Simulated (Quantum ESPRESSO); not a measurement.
## Band energies of CsNaTiO3

```
CsNaTiO3
1.0
    3.03761    -5.69721     0.00000
    3.03761     5.69721     0.00000
    0.00000     0.00000     5.67114
O Na Ti Cs
6 2 2 2
Cartesian
  3.03760  -3.37012   1.41779
  3.03761   3.37012   4.25335
  1.28017   0.00000   0.00000
  4.79504   0.00000   0.00000
  4.79504   0.00000   2.83557
  1.28017   0.00000   2.83557
  3.03761  -0.84114   1.41779
  3.03761   0.84114   4.25335
  3.03761  -5.14036   1.41779
  3.03761   5.14036   4.25335
  3.03761  -2.64738   4.25335
  3.03761   2.64738   1.41779
```

LDA (pw.x of Quantum ESPRESSO, ONCV potentials, without SOC); path ΓXSRAZΓYX1A1TY,ZT; energies in eV from the valence-band maximum.

```
k (1/Å)  point  band 44  band 45  band 46  band 47  band 48  band 49  band 50  band 51
-------  -----  -------  -------  -------  -------  -------  -------  -------  -------
0.00         Γ    -0.37    -0.27    -0.23    -0.19    -0.05     3.30     4.07     4.37
0.44              -0.70    -0.48    -0.34    -0.19    -0.03     3.50     4.09     4.22
0.66         X    -0.75    -0.51    -0.35    -0.18    -0.01     3.53     4.09     4.20
0.66         S    -0.75    -0.51    -0.34    -0.17    -0.03     3.54     4.09     4.22
0.85              -0.78    -0.57    -0.52    -0.26    -0.18     3.64     4.06     4.31
1.22         R    -0.92    -0.69    -0.69    -0.59    -0.59     3.90     3.90     4.63
1.22         A    -0.90    -0.60    -0.60    -0.54    -0.54     3.88     3.88     4.60
1.66              -0.98    -0.48    -0.48    -0.38    -0.38     3.89     3.89     4.59
1.88         Z    -0.99    -0.36    -0.36    -0.23    -0.23     3.87     3.87     4.58
2.25              -0.61    -0.35    -0.23    -0.20    -0.18     3.41     4.05     4.41
2.44         Γ    -0.37    -0.27    -0.23    -0.19    -0.05     3.30     4.07     4.37
2.80              -0.37    -0.34    -0.19    -0.19    -0.02     3.40     4.03     4.31
2.99         Y    -0.39    -0.36    -0.19    -0.18     0.00     3.42     4.05     4.29
3.17              -0.43    -0.38    -0.38    -0.18     0.00     3.47     4.07     4.24
3.36        X1    -0.75    -0.51    -0.35    -0.18    -0.01     3.53     4.09     4.20
3.63              -0.83    -0.69    -0.51    -0.36    -0.30     3.71     4.01     4.41
3.91        A1    -0.90    -0.60    -0.60    -0.54    -0.54     3.88     3.88     4.60
4.10              -0.84    -0.45    -0.45    -0.34    -0.34     3.82     3.82     4.56
4.28         T    -0.82    -0.37    -0.37    -0.21    -0.21     3.78     3.78     4.54
4.39              -0.62    -0.40    -0.35    -0.30    -0.15     3.71     3.84     4.54
4.72              -0.46    -0.36    -0.25    -0.13    -0.06     3.45     4.04     4.32
4.84         Y    -0.39    -0.36    -0.19    -0.18     0.00     3.42     4.05     4.29
4.84         Z    -0.99    -0.36    -0.36    -0.23    -0.23     3.87     3.87     4.58
4.97              -0.96    -0.36    -0.36    -0.23    -0.23     3.86     3.86     4.60
5.39         T    -0.82    -0.37    -0.37    -0.21    -0.21     3.78     3.78     4.54
```

The LDA gap is indirect, 3.30 eV, from Y to Γ; the smallest direct gap is 3.35 eV. Another valence extremum on the path lies within 0.02 eV, too close to call.

Geometry of the Materials Project entry, not relaxed at this level.

The structure is a Materials Project entry; no match was found in the copy of COD used, and its stability was not checked.

Letters of k points follow the standard setting of the lattice, whose axes may be ordered differently from the printed cell.
